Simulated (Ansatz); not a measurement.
## HfO2: zone-centre modes

The calculation used Ansatz 0.2.0, DFT PBE, scalar-relativistic, plane waves, PAW. Plane waves to 420 eV; Γ-centred k mesh 8×8×8; fixed occupations. No spin polarisation. Phonons by linear response, acoustic sum rule imposed.

Relaxed structure:
```xyz
3
Lattice="0.0000 2.5488 2.5488 2.5488 0.0000 2.5488 2.5488 2.5488 0.0000" Properties=species:S:1:pos:R:3 pbc="T T T"
Hf    0.0000    0.0000    0.0000
O     1.2744    1.2744    1.2744
O     3.8232    3.8232    3.8232
```

It was relaxed at this level from a cell as deposited in COD. Spin–orbit coupling is left out, which matters for heavy elements.

Task: Give the high-frequency dielectric tensor ε∞.

Result:
```
5.30 0.00 0.00
0.00 5.30 0.00
0.00 0.00 5.30
```

Task: Give the Born effective charges.

Result:
```json
{"atom": "Hf (atom 1)", "Z*xx": "5.54", "Z*yy": "5.54", "Z*zz": "5.54", "mean": "5.54"}
{"atom": "O (atom 2)", "Z*xx": "-2.77", "Z*yy": "-2.77", "Z*zz": "-2.77", "mean": "-2.77"}
```

Task: How large is the static dielectric tensor with the ions free to move, and what share of it is ionic?

Result:
```
41.4  0.0  0.0
 0.0 41.4  0.0
 0.0  0.0 41.4
```
The ions give 87 % of its trace.
